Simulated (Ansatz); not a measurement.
MgS (rock salt) is sheared across one {110} plane: the third cell vector gains the shift, so faults repeat every 5.5 Å. The cut lies between planes 1.85 Å apart; the cell height is held.

```
CELL_PARAMETERS angstrom
      3.69795     0.00000     0.00000
      0.00000     5.22970     0.00000
      1.84898     2.61485     5.54693
ATOMIC_POSITIONS crystal
  S  0.00000 0.00000 0.83333
  S  0.33333 0.33333 0.16667
  S  0.66667 0.66667 0.50000
  Mg 0.00000 0.50000 0.83333
  Mg 0.33333 0.83333 0.16667
  Mg 0.66667 0.16667 0.50000
```

In-plane vectors a = (3.698, 0.000) Å, b = (0.000, 5.230) Å, area 19.34 Å². The shift is s times the vector a (length 3.698 Å), so s = 1 restores the start. Atoms relax along the normal only. γ = [E(shift) − E(0)] / area.

Level of theory: PBE (plane waves to 420 eV, PAW, scalar-relativistic; Ansatz, an electronic-structure program). k mesh 8×8×8 (Γ-centred), Fermi-Dirac smearing 0.05 eV. Energies are extrapolated to zero smearing. Faults lie only 5.5 Å apart, and holding the cell height raises γ above its relaxed value. MgS was relaxed with its symmetry unable to fall. The zero of γ is zero shift.

```tsv
s	γ (mJ/m²)
0.000	0
0.083	105
0.167	302
0.250	484
0.333	624
0.417	714
0.500	745
0.583	714
0.667	624
0.750	484
0.833	302
0.917	105
```

Question: Does γ have a local minimum between the ends of the line, and at which s?

Answer: No computed point is one.

Question: By a periodic cubic spline through the points, what shear stress does the steepest rise of γ from s = 0 correspond to?

Answer: 6.6 GPa. A slope of 1 mJ/m² per Å is 0.01 GPa.

(The slope of γ gives the shear force per area between the displaced halves; near zero shift its curvature is an elastic stiffness.)
